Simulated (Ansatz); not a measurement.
Mg2Ge2N, before and after

The guess for Mg2Ge2N was made by a generator: random cell by space group and Wyckoff sites (P4mm, No. 99). Lengths were set from tabulated atomic sizes, so they are only a guess.

POSCAR.start

```
Mg Ge N
1.0
     3.82279    0.00000    0.00000
     0.00000    3.82279    0.00000
     0.00000    0.00000    6.33735
Mg Ge N
2 2 1
Direct
  0.50000 0.00000 0.73849
  0.00000 0.50000 0.73849
  0.00000 0.00000 0.26344
  0.00000 0.00000 0.84511
  0.50000 0.50000 0.19367
```

Theory: DFT PBE, scalar-relativistic, plane waves, PAW (Ansatz). Cutoff 420 eV, Gaussian smearing, Γ-centred meshes. Cell and atoms relax first on a coarse mesh and then on a finer one. In between, the cell is made exact in the group found at 0.06 Å. In metals the finer mesh still leaves noise of several meV/atom or more. The steps can't lower the symmetry of their start. No spin polarisation.

POSCAR.end

```
Mg Ge N
1.0
     4.06581    0.00000    0.00000
     0.00000    4.06581    0.00000
     0.00000    0.00000    6.67614
Mg Ge N
2 2 1
Direct
  0.50000 0.00000 0.50000
  0.00000 0.50000 0.50000
  0.00000 0.00000 0.17423
  0.00000 0.00000 0.82577
  0.50000 0.50000 0.50000
```

The symmetry goes from P4mm (No. 99) to P4/mmm (No. 123). The volume per atom grows by 19.2 %, from 18.5 to 22.1 Å³. The shortest distance goes from 2.03 Å (Mg–Ge) to 2.03 Å (Mg–N). The energy falls by about 2.1 eV/atom (the start's value is from the coarse mesh). The end is written in a standard setting, so origin, axes and order of atoms can differ from the start's.

For Mg2Ge2N, the volume per atom is 22.07 Å³ and the density is 3.13 g/cm³. The energy over the elements is +0.29 eV/atom and the gap on the 10×10×6 mesh of the 5-atom cell is 0 eV (a metal).

The zero of energy is the elements' standard structures at the same level (N₂ as a molecule); no fitted shifts are applied. A positive value: parting into the elements would lower its energy.

The last run used Gaussian smearing of 0.10 eV. Symmetry constrained the relaxation, so the result can be a saddle point. In all, the 3 runs took 4.3 min on 1 thread of Intel(R) Xeon(R) Processor @ 2.70GHz (shared host). Another cell of Mg2Ge2N relaxed alike, in P-3m1, lies 0.57 eV/atom lower, so this cell isn't the stable form at this level.
